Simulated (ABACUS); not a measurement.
Set-up for a self-consistent single point of GeRh (Pm, 8 atoms in the cell; from Materials Project mp-22239, changed as shown).

```
CELL_PARAMETERS angstrom
      5.78332     0.00000     0.00000
      0.00000     3.35814     0.00000
      0.00000     0.00000     6.58342
ATOMIC_POSITIONS crystal
  Ge 0.80826 0.75000 0.43643
  Ge 0.19174 0.25000 0.56357
  Ge 0.69174 0.25000 0.93643
  Ge 0.30826 0.75000 0.05142
  Rh 0.99544 0.75000 0.79662
  Rh 0.00456 0.25000 0.20338
  Rh 0.50456 0.25000 0.29662
  Rh 0.49544 0.75000 0.70338
```

Level of theory: PBEsol, PseudoDojo 0.4 standard norm-conserving PBEsol (tails mended) pseudopotentials (plane waves; ABACUS 3.10.1).

ABACUS settings:

```
setting                                                                  value
---------------  -------------------------------------------------------------
KPT                                                          Gamma 3 4 2 0 0 0
basis_type                                                                  pw
dft_functional                                                          PBESOL
ecutwfc                                                                  88 Ry
smearing_method                                                             fd
smearing_sigma                                                   0.00734986 Ry
potentials       PseudoDojo 0.4 standard norm-conserving PBEsol (tails mended)
symmetry                                                                     1
ks_solver                                                                  dav
scf_nmax                                                                   100
scf_thr                                                             1.0e-09 Ry
mixing_type                                                              pulay
```

Results:

| Quantity | Result |
|---|---|
| Number of valence electrons | 124 |
| Number of bands | 75 |
| Number of k-points after the program's reduction | 12 |
| Number of plane waves (most at a k-point) | 12075 |
| Number of SCF iterations | 15 |
| FFT grid | 72 × 40 × 75 |
| Free energy E − TS | -22471.8836 eV |
| Fermi level (on the code's own zero) | 16.34 eV |
| Pressure | -11.27 GPa |
| Largest force (vector length) | 0.840 eV/Å |

Forces (eV/Å):
```json
[
 {"atom": "Ge1", "Fx": "-0.215", "Fy": "0.000", "Fz": "-0.315"},
 {"atom": "Ge2", "Fx": "0.175", "Fy": "0.000", "Fz": "0.103"},
 {"atom": "Ge3", "Fx": "0.224", "Fy": "0.000", "Fz": "-0.124"},
 {"atom": "Ge4", "Fx": "-0.095", "Fy": "0.000", "Fz": "0.834"},
 {"atom": "Rh5", "Fx": "-0.124", "Fy": "0.000", "Fz": "-0.131"},
 {"atom": "Rh6", "Fx": "0.044", "Fy": "0.000", "Fz": "-0.056"},
 {"atom": "Rh7", "Fx": "-0.082", "Fy": "0.000", "Fz": "-0.151"},
 {"atom": "Rh8", "Fx": "0.074", "Fy": "0.000", "Fz": "-0.159"}
]
```

Stress (GPa, positive for compression):
```
-12.22    0.00   -0.13
  0.00   -8.82    0.00
 -0.13    0.00  -12.76
```

For comparison: a first run was changed to give this one (atom 4 moved by -0.08 angstrom along z), and from it to this one the free energy goes up by 5.1 meV/atom, the pressure stays near -11.27 GPa while the yy stress (positive for compression) goes from -8.22 to -8.82 GPa and the largest force goes from 0.278 to 0.840 eV/Å.

The structure comes from a collection of computed structures, made at another level of theory; the collection holds predicted forms beside known ones. Its lattice was then scaled. No clean gap shows at this smearing width and mesh (spacing up to 0.48 Å⁻¹); the mesh is coarse for partly filled bands, so the values carry mesh errors.

Cost on one core: around 10 core-minutes (rough).

“Tails mended”: in these copies of the files the far tail of each local potential was reset to the Coulomb form.
